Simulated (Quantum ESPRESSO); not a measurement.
# Computed records: Si$_{2}$AsNO$_{5}$ (made-up cell)

All values are calculated (Quantum ESPRESSO 7.5). Calculation on a made-up crystal cell, not a measurement: periodic Kohn-Sham density functional theory in plane waves with PseudoDojo standard norm-conserving scalar-relativistic pseudopotentials, each functional with its own files (v0.5 for PBE, v0.4.1 for LDA and PBEsol), no spin polarisation, no spin-orbit coupling, atoms not relaxed, stress positive in tension, energies less a fixed whole-eV offset for each atom's element; levels are Kohn-Sham levels at fractions of this cell's reciprocal vectors, counted from the reference band (half the neutral cell's valence electrons, rounded up) at Gamma; error bars cover cutoff and k-mesh only, not smearing or the files; each bar is the largest change over components, and at least 0.002 eV, 0.002 eV per angstrom or 0.02 GPa; added strain carries the atoms with the cell, and shear is the tensor component; no dispersion term; energies are for the whole cell, and the offsets were chosen from early runs and are not element reference energies.

Common to all runs: lattice type quartz; functional pbe; cutoff 1143 eV; fermi dirac smearing 0.025 eV; scf tolerance 1e-07 eV; electrons removed 0; added strain kind uniform; k mesh 5 x 5 x 4, shifted by half a step.

(1) Si$_{2}$AsNO$_{5}$ (made-up cell)

Unstrained structure:
```
cell vectors (Å)
   4.8968    -0.0621     0.0503
  -2.5022     4.3095    -0.0355
   0.0556    -0.0132     5.4496
atoms (fractions of the cell vectors)
Si  0.47374  0.00049  0.67520
Si -0.01117  0.46476  0.33308
As  0.53984  0.53869  0.00414
O   0.42052  0.27279  0.78540
O   0.73565  0.15115  0.44573
O   0.85919  0.59182  0.11944
N   0.26098  0.41468  0.21620
O   0.14432  0.72916  0.55788
O   0.58806  0.85924  0.87557
```

```
added strain             : 0.0109
structure shown          : before the added strain of 0.0109
free energy less offsets : 7.088 eV
scf iterations           : 12
smearing term minus ts   : 0 eV
pressure                 : 12 GPa
stress xx                : -16.45 GPa
stress yy                : -10.02 GPa
stress zz                : -9.521 GPa
stress yz                : 3.232 GPa
stress xz                : -0.904 GPa
stress xy                : 0.6369 GPa
reference band           : 29
error bar energy         : 0.003169 eV
error bar stress         : 0.02 GPa
error bar force          : 0.002002 eV/Å
error bar next band up   : 0.002 eV
error bars from          : tighter rerun of a related cell
```

Atoms:
```csv
atoms element,atom site,atom energy offset (eV)
Si,1,-115
Si,2,-115
As,3,-2887
O,4,-452
O,5,-452
O,6,-452
N,7,-283
O,8,-452
O,9,-452
```

Forces:
```csv
site,x (eV/Å),y (eV/Å),z (eV/Å)
1,-0.8223,-0.06732,-3.564
2,1.871,2.551,0.7229
3,-4.338,-1.227,1.966
4,0.503,-1.32,-1.846
5,-1.967,-2.544,2.287
6,3.142,1.398,0.3902
7,1.063,-0.6717,0.04308
8,-0.424,0.1593,0.1295
9,0.971,1.722,-0.129
```

Levels:
```csv
level k point,next band up (eV)
Gamma,3.408
"(1/2,1/2,1/2)",4.791
"(0.15,0,0)",3.655
"(0,0.15,0)",3.715
"(0,0,0.15)",3.603
```

(2) Si$_{2}$AsNO$_{5}$ (made-up cell)

Structure as in entry 1.

```
added strain             : 0.0138
structure shown          : before the added strain of 0.0138
free energy less offsets : 7.017 eV
scf iterations           : 12
smearing term minus ts   : 0 eV
pressure                 : 10.21 GPa
stress xx                : -14.54 GPa
stress yy                : -8.314 GPa
stress zz                : -7.781 GPa
stress yz                : 3.118 GPa
stress xz                : -0.9016 GPa
stress xy                : 0.6603 GPa
reference band           : 29
error bar energy         : 0.003169 eV
error bar stress         : 0.02 GPa
error bar force          : 0.002002 eV/Å
error bar next band up   : 0.002 eV
error bars from          : tighter rerun of this cell
```

Atoms:
```csv
atoms element,atom site,atom energy offset (eV)
Si,1,-115
Si,2,-115
As,3,-2887
O,4,-452
O,5,-452
O,6,-452
N,7,-283
O,8,-452
O,9,-452
```

Forces:
```csv
site,x (eV/Å),y (eV/Å),z (eV/Å)
1,-0.8069,-0.09028,-3.513
2,1.87,2.48,0.7161
3,-4.301,-1.24,1.985
4,0.5628,-1.3,-1.766
5,-1.951,-2.406,2.276
6,3.013,1.316,0.394
7,1.034,-0.5947,-0.0208
8,-0.3419,0.1847,0.1019
9,0.9209,1.65,-0.1735
```

Levels:
```csv
level k point,next band up (eV)
Gamma,3.319
"(1/2,1/2,1/2)",4.685
"(0.15,0,0)",3.563
"(0,0.15,0)",3.623
"(0,0,0.15)",3.514
```

(3) Si$_{2}$AsNO$_{5}$ (made-up cell)

Structure as in entry 1.

```
added strain             : 0.0231
structure shown          : before the added strain of 0.0231
free energy less offsets : 6.862 eV
scf iterations           : 12
smearing term minus ts   : 0 eV
pressure                 : 4.92 GPa
stress xx                : -8.848 GPa
stress yy                : -3.279 GPa
stress zz                : -2.634 GPa
stress yz                : 2.776 GPa
stress xz                : -0.8982 GPa
stress xy                : 0.7288 GPa
reference band           : 29
error bar energy         : 0.003169 eV
error bar stress         : 0.02 GPa
error bar force          : 0.002002 eV/Å
error bar next band up   : 0.002 eV
error bars from          : tighter rerun of a related cell
```

Atoms:
```csv
atoms element,atom site,atom energy offset (eV)
Si,1,-115
Si,2,-115
As,3,-2887
O,4,-452
O,5,-452
O,6,-452
N,7,-283
O,8,-452
O,9,-452
```

Forces:
```csv
site,x (eV/Å),y (eV/Å),z (eV/Å)
1,-0.751,-0.1574,-3.351
2,1.871,2.259,0.6943
3,-4.172,-1.28,2.046
4,0.7431,-1.247,-1.531
5,-1.896,-1.978,2.24
6,2.615,1.068,0.4024
7,0.9325,-0.3676,-0.1997
8,-0.09925,0.2537,0.01822
9,0.7572,1.448,-0.3204
```

Levels:
```csv
level k point,next band up (eV)
Gamma,3.036
"(1/2,1/2,1/2)",4.355
"(0.15,0,0)",3.271
"(0,0.15,0)",3.33
"(0,0,0.15)",3.229
```
